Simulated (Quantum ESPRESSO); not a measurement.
Si2PNO5 (made-up cell) (calculated)

All values are calculated (Quantum ESPRESSO 7.5). Calculation on a made-up crystal cell, not a measurement, run twice, once with a planted mistake found by running each candidate: periodic Kohn-Sham density functional theory in plane waves with PseudoDojo standard norm-conserving scalar-relativistic pseudopotentials, each functional with its own files (v0.5 for PBE, v0.4.1 for LDA and PBEsol), no spin polarisation, no spin-orbit coupling, atoms not relaxed, stress positive in tension, energies less a fixed whole-eV offset for each atom's element; levels are Kohn-Sham levels at fractions of this cell's reciprocal vectors, counted from the reference band (half the neutral cell's valence electrons, rounded up) at Gamma; error bars cover cutoff and k-mesh only, not smearing or the files; each bar is the largest change over components, and at least 0.002 eV, 0.002 eV per angstrom or 0.02 GPa; a charged cell sits in a uniform background, with energy and stress on this program's zero of potential; no dispersion term; energies are for the whole cell, and the offsets were chosen from early runs and are not element reference energies; a distance is the largest change of any value in units of its error bar (the energy's for the smearing term), a scale change is of lengths, and a coarse mesh keeps the half-step shift.

```json
{"formula": "Si2PNO5", "kind": "made-up cell", "intended_structure": {"cell_angstrom": [[4.9352, -0.0625, 0.0729], [-2.5217, 4.2506, -0.0576], [0.08, -0.0269, 5.3539]], "atoms_fractional": [["P", 0.4707, 0.00272, 0.66709], ["Si", 0.00638, 0.47836, 0.3311], ["Si", 0.53403, 0.51972, -0.01343], ["O", 0.41399, 0.27443, 0.79262], ["O", 0.7434, 0.13064, 0.44013], ["N", 0.85563, 0.5796, 0.11728], ["O", 0.25771, 0.40699, 0.2095], ["O", 0.17759, 0.73736, 0.54718], ["O", 0.57522, 0.85744, 0.88083]]}, "given": {"lattice_type": "quartz", "intended_functional": "pbe", "intended_cutoff [eV]": 1143, "intended_fermi_dirac_smearing [eV]": 0.025, "intended_scf_tolerance [eV]": 1e-07, "intended_electrons_removed": 0, "healthy_free_energy_less_offsets [eV]": 5.368, "healthy_scf_iterations": 12, "healthy_smearing_term_minus_ts [eV]": 0.0, "healthy_pressure [GPa]": 8.58, "healthy_stress_xx [GPa]": -3.16, "healthy_stress_yy [GPa]": -13.86, "healthy_stress_zz [GPa]": -8.71, "healthy_stress_yz [GPa]": -12.67, "healthy_stress_xz [GPa]": -3.75, "healthy_stress_xy [GPa]": -4.82, "healthy_reference_band": 24, "faulty_free_energy_less_offsets [eV]": 5.254, "faulty_scf_iterations": 13, "faulty_smearing_term_minus_ts [eV]": 0.0, "faulty_pressure [GPa]": 2.91, "faulty_stress_xx [GPa]": 2.28, "faulty_stress_yy [GPa]": -8.08, "faulty_stress_zz [GPa]": -2.93, "faulty_stress_yz [GPa]": -11.41, "faulty_stress_xz [GPa]": -3.07, "faulty_stress_xy [GPa]": -4.57, "faulty_reference_band": 24, "candidate_k_points_along_each_vector": 1, "candidate_cutoff [eV]": 668, "candidate_smearing [eV]": 0.76, "candidate_functional": "pbesol", "candidate_scf_tolerance [eV]": 0.04, "candidate_electrons_removed": 1, "candidate_scale_change [percent]": 0.95, "candidate_first_exchanged_site": 1, "candidate_second_exchanged_site": 3, "intended_k_mesh": "5 x 5 x 4, shifted by half a step", "structure_shown": "as intended, without the mistake", "atom_site": [1, 2, 3, 4, 5, 6, 7, 8, 9], "atom_energy_offset [eV]": [-189, -115, -115, -452, -452, -283, -452, -452, -452], "healthy_force_site": [1, 2, 3, 4, 5, 6, 7, 8, 9], "healthy_force_x [eV/angstrom]": [2.921, -1.194, 0.828, 1.287, -2.619, -0.787, 1.767, -0.726, -1.478], "healthy_force_y [eV/angstrom]": [1.031, -0.225, 6.338, -8.937, -2.059, 0.979, -0.33, 1.497, 1.707], "healthy_force_z [eV/angstrom]": [0.809, -4.358, 9.655, -9.167, 4.454, -0.949, -0.487, 2.278, -2.234], "healthy_level_k_point": ["Gamma", "(1/2,1/2,1/2)", "(0.15,0,0)", "(0,0.15,0)", "(0,0,0.15)"], "healthy_next_band_up [eV]": [2.475, 3.558, 2.654, 2.769, 2.634], "faulty_force_site": [1, 2, 3, 4, 5, 6, 7, 8, 9], "faulty_force_x [eV/angstrom]": [2.789, -1.124, 0.907, 1.429, -2.628, -0.868, 1.464, -0.423, -1.546], "faulty_force_y [eV/angstrom]": [0.734, -0.19, 5.822, -8.404, -1.766, 0.709, -0.103, 1.643, 1.555], "faulty_force_z [eV/angstrom]": [0.722, -4.411, 9.254, -8.501, 4.394, -0.752, -0.535, 2.177, -2.348], "faulty_level_k_point": ["Gamma", "(1/2,1/2,1/2)", "(0.15,0,0)", "(0,0.15,0)", "(0,0,0.15)"], "faulty_next_band_up [eV]": [2.169, 3.202, 2.34, 2.457, 2.328], "candidate_mistake": ["coarse kmesh", "low cutoff", "wide smearing", "wrong functional", "loose scf", "wrong charge", "cell scaled", "atoms exchanged"]}, "results": {"fault_kind": "cell scaled", "other_mistakes_compared": 7, "distance_from_healthy [error bars]": 333.0, "distance_from_nearest_other_mistake [error bars]": 281.2, "healthy_error_bar_energy [eV]": 0.002308, "healthy_error_bar_stress [GPa]": 0.02367, "healthy_error_bar_force [eV/angstrom]": 0.002, "healthy_error_bar_next_band_up [eV]": 0.002}}
```
